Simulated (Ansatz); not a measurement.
Bi₂S₃: gradients before and after relaxing the atoms

Start: a Materials Project structure (computed, not necessarily an observed phase).

```
Bi S
1.0
    11.59359    0.00000    0.00000
     0.00000    3.99779    0.00000
     0.00000    0.00000   11.16062
Bi S
8 12
Direct
  0.01755 0.25000 0.32634
  0.98245 0.75000 0.67366
  0.48245 0.75000 0.82634
  0.51755 0.25000 0.17366
  0.15647 0.75000 0.03264
  0.84353 0.25000 0.96736
  0.34353 0.25000 0.53264
  0.65647 0.75000 0.46736
  0.45179 0.75000 0.37125
  0.54821 0.25000 0.62875
  0.04821 0.25000 0.87125
  0.95179 0.75000 0.12875
  0.12160 0.75000 0.44355
  0.87840 0.25000 0.55645
  0.37840 0.25000 0.94355
  0.62160 0.75000 0.05645
  0.71064 0.25000 0.30866
  0.28936 0.75000 0.69134
  0.78936 0.75000 0.80866
  0.21064 0.25000 0.19134
```

Sites (sets of like atoms) are named by element and the number of their first atom in this list.

Method: Kohn–Sham DFT in Ansatz, PBE, plane waves and PAW, scalar-relativistic, 420 eV cutoff, Γ-centred 3×7×3 k-points, Fermi–Dirac smearing 0.01 eV.

The largest force at the start is 0.14 eV/Å. Relaxing the ions at fixed cell moves them by 0.031 Å at most (atom 19, S) and 0.020 Å rms. End positions:

```
CELL_PARAMETERS angstrom
11.59359 0.00000 0.00000
0.00000 3.99779 0.00000
0.00000 0.00000 11.16062
ATOMIC_POSITIONS crystal
Bi 0.01738 0.25000 0.32598
Bi 0.98262 0.75000 0.67402
Bi 0.48262 0.75000 0.82598
Bi 0.51738 0.25000 0.17402
Bi 0.15809 0.75000 0.03214
Bi 0.84191 0.25000 0.96786
Bi 0.34191 0.25000 0.53214
Bi 0.65809 0.75000 0.46786
S 0.45193 0.75000 0.37028
S 0.54807 0.25000 0.62972
S 0.04807 0.25000 0.87028
S 0.95193 0.75000 0.12972
S 0.12275 0.75000 0.44535
S 0.87725 0.25000 0.55465
S 0.37725 0.25000 0.94535
S 0.62275 0.75000 0.05465
S 0.71330 0.25000 0.30824
S 0.28670 0.75000 0.69176
S 0.78670 0.75000 0.80824
S 0.21330 0.25000 0.19176
```

| site | atom | moved (Å) | first shell before | first shell after | V_zz before (10²¹ V/m²) | η before |
| --- | --- | --- | --- | --- | --- | --- |
| Bi1 | 1 | 0.005 | 6 S at 2.68–3.07 Å | 6 S at 2.69–3.06 Å | -11.00 | 0.79 |
| Bi5 | 5 | 0.020 | 5 S at 2.60–2.97 Å; also 2 S at 3.41 Å | 5 S at 2.63–2.98 Å; also 2 S at 3.37 Å | -21.9 | 0.11 |
| S9 | 9 | 0.011 | 5 Bi at 2.60–3.07 Å | 5 Bi at 2.63–3.06 Å | 4.92 | 0.82 |
| S13 | 13 | 0.024 | 5 Bi at 2.68–3.41 Å | 5 Bi at 2.69–3.37 Å | -9.30 | 0.27 |
| S17 | 17 | 0.031 | 3 Bi at 2.70–2.74 Å | 3 Bi at 2.72–2.75 Å | -3.24 | 0.40 |

(1) How do the gradients change?

Answers

(1) 

```csv
site,atom,V_zz after,η after,change of V_zz
Bi1,1,-9.49,0.80,+1.51
Bi5,5,-19.75,0.12,+2.11
S9,9,4.61,0.90,-0.31
S13,13,-8.96,0.21,+0.34
S17,17,-2.91,0.34,+0.33
```

The largest change of V_zz is on Bi5, from -21.9 to -19.75. In per cent, |V_zz| changes by -14 to -10 on Bi, -10 to -4 on S (all sites that start above 0.5).

Spin–orbit coupling is left out, which shifts gradients on Bi by a few per cent, and by more where contributions nearly cancel.
